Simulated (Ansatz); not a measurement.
The relaxed structure here is a generated cell of Ta2Si: the first start was made by placing the elements on the sites of a structure type, and the end was not matched to a known phase here, so it may be hypothetical.

The start is a generated cell, Ta2Si placed in the AFLOW prototype A2B_tI12_141_e_a (C5, as in TiO2). Cell shape, volume and atoms are optimised at zero target pressure with r2SCAN (plane waves to 500 eV, PAW, scalar-relativistic; Ansatz, an electronic-structure program). The first steps use a 11×11×11 k-mesh.

Input geometry:
```yaml
crystal:
  lattice:
    - [-2.15140, 2.15140, 5.40777]
    - [2.15140, -2.15140, 5.40777]
    - [2.15140, 2.15140, -5.40777]
  atoms:
    - { symbol: Ta, position: [0.33306, 0.33306, 0.00000] }
    - { symbol: Ta, position: [0.41694, 0.91694, 0.50000] }
    - { symbol: Ta, position: [0.66694, 0.66694, 0.00000] }
    - { symbol: Ta, position: [0.08306, 0.58306, 0.50000] }
    - { symbol: Si, position: [0.75000, 0.25000, 0.50000] }
    - { symbol: Si, position: [0.00000, 0.00000, 0.00000] }
```

**Question.** How does the volume per atom move from start to end?

**Answer.** +5.7 %, from 16.69 to 17.64 Å³/atom.

**Question.** How do the shortest distances between atoms change?

**Answer.** The closest pairs of elements (up to four, under 3.6 Å), start → end: Si–Ta 2.33 → 2.47 Å; Ta–Ta 2.33 → 2.81 Å; Si–Si 3.46 → 3.26 Å.

**Question.** Give the final cell and atomic positions.

**Answer.** 
```cif
data_Si4Ta8
_chemical_formula_sum 'Ta8 Si4'
_space_group_name_H-M_alt 'I41/amd :1'
_space_group_IT_number 141
_space_group_name_Hall 'I 4bw 2bw -1bw'
_cell_length_a 5.08835
_cell_length_b 5.08835
_cell_length_c 8.17465
_cell_angle_alpha 90.000
_cell_angle_beta 90.000
_cell_angle_gamma 90.000
loop_
_atom_site_label
_atom_site_type_symbol
_atom_site_symmetry_multiplicity
_atom_site_Wyckoff_symbol
_atom_site_fract_x
_atom_site_fract_y
_atom_site_fract_z
_atom_site_occupancy
Ta1 Ta 8 e 0.00000 0.00000 0.30228 1
Si1 Si 4 a 0.00000 0.00000 0.00000 1
```
(The calculation used a cell of 6 atoms; values per cell refer to that cell.)

The space group stays I4₁/amd (No. 141) (the run could not lower it), with 6 atoms in the primitive cell. Final values are on a 13×13×13 k-mesh of the relaxed cell. The start holds a very short contact (Ta–Si 2.33 Å). No spin polarisation in the result.

The run could not lose the symmetry of its start, so the end can be a saddle point.
